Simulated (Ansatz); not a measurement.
A trial cell of BeZn2Te3, before relaxation:

```cif
data_structure
_symmetry_space_group_name_H-M 'P-62m'
_symmetry_Int_Tables_number 189
_cell_length_a 4.3569
_cell_length_b 4.3569
_cell_length_c 8.1956
_cell_angle_alpha 90.000
_cell_angle_beta 90.000
_cell_angle_gamma 120.000
_cell_volume 134.73
loop_
_atom_site_label
_atom_site_type_symbol
_atom_site_symmetry_multiplicity
_atom_site_Wyckoff_symbol
_atom_site_fract_x
_atom_site_fract_y
_atom_site_fract_z
_atom_site_occupancy
Be1 Be 1 a 0.00000 0.00000 0.00000 1
Zn1 Zn 2 e 0.00000 0.00000 0.25335 1
Te1 Te 3 f 0.62683 0.00000 0.00000 1
```

Theory: DFT PBE, scalar-relativistic, plane waves, PAW (Ansatz). Cutoff 420 eV, Gaussian smearing, Γ-centred meshes. Cell and atoms relax first on a coarse mesh and then on a finer one. In between, the cell is made exact in the group found at 0.06 Å. In metals the finer mesh still leaves noise of several meV/atom or more. The steps can't lower the symmetry of their start. No spin polarisation.

A guess keeps its type if space group and coordination stay and the shape of the cell changes little (axis ratios within about 15 %, angles within 6°); the volume may change.

Q: Will the relaxed cell still be of the starting type?

A: It doesn't keep its type. The symmetry stays P-62m (No. 189). The volume per atom grows by 73.5 %, from 22.5 to 39.0 Å³. The shortest distance goes from 1.63 Å (Be–Te) to 2.21 Å (Be–Zn). The ratio c/a of the conventional cell changes by a factor of 0.57. Counting neighbours within 15 % of an atom's shortest distance, the start has Be 3, Te 1, Zn 1 and the end Be 5, Te 1, Zn 2. In detail, at the end Be has 2 Zn at 2.21 Å and 3 Te at 2.33 Å; Zn is surrounded by 1 Be at 2.21 Å, 1 Zn at 2.37 Å and 3 Te at 3.22 Å; Te has 1 Be at 2.33 Å.

```xyz
6
Lattice="6.2987 0.0000 0.0000 -3.1494 5.4548 0.0000 0.0000 0.0000 6.8038" Properties=species:S:1:pos:R:3 pbc="T T T"
Be    0.0000    0.0000    0.0000
Zn    0.0000    0.0000    2.2150
Zn    0.0000    0.0000    4.5888
Te    3.9668    0.0000    0.0000
Te   -1.9834    3.4354    0.0000
Te    1.1659    2.0195    0.0000
```

Formation energies are uncorrected and refer to the elements' standard structures at the same level.

Q: At what energy does it end?

A: +0.24 eV/atom. It can't be a ground state, since the elements alone are lower.

The last run used a 6×6×6 mesh for its 6-atom cell and Gaussian smearing of 0.10 eV. Spin–orbit coupling, which can matter for Te, is left out. The reference form of Te is held partly by dispersion forces, which this level lacks. A structure relaxed within its symmetry needn't be a true minimum. Another cell of BeZn2Te3 relaxed alike, in P4mm, lies 13 meV/atom lower, so this cell isn't the stable form at this level.
